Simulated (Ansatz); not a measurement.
A geometry of Co away from equilibrium: step 2 of the relaxation of a relaxed Co cell shaken by Gaussian noise of σ = 0.08 Å a coordinate. Computed with PBEsol (plane waves to 420 eV, PAW, scalar-relativistic; Ansatz, a program for electronic structure). Γ-centred k-mesh 8×8×8 on the run's cell (coarser than for final values), Fermi–Dirac smearing 0.05 eV.

```
Co
1.0
    4.39834     0.00721    -0.00263
    0.00721     4.39553    -0.01827
   -0.00263    -0.01827     4.40213
Co
8
Direct
  0.24731   0.02283   0.47837
  0.74818   0.00701   0.47554
  0.98979   0.52883   0.22640
  0.99094   0.50011   0.74029
  0.51171   0.25577   0.97683
  0.50460   0.75355   0.00897
  0.00849   0.96892   0.98392
  0.50068   0.50291   0.48293
```
Spin-polarised start, with parallel moments on Co.

**Question.** Which atoms carry the largest force, and which way does it point?

**Answer.** 2.26 eV/Å, on Co7 (atoms numbered as listed); on Co7 its components are (-0.12, 2.20, -0.53).

**Question.** What is the pressure?

**Answer.** +2.2 GPa, compression positive.

**Question.** How far above the relaxed end point is this geometry?

**Answer.** 0.04 eV/atom; the path ends in Pm-3n (No. 223).

Spin state reached: ferromagnetic (net 1.66 μB/atom), from parallel starting moments; other spin orders were not run from this start.

The end of the path is a generated cell of Co: the first start was made by placing the elements on the sites of a structure type, and the end was not matched to a known phase here, so it may be hypothetical. Known forms of Co include space group No. 194.
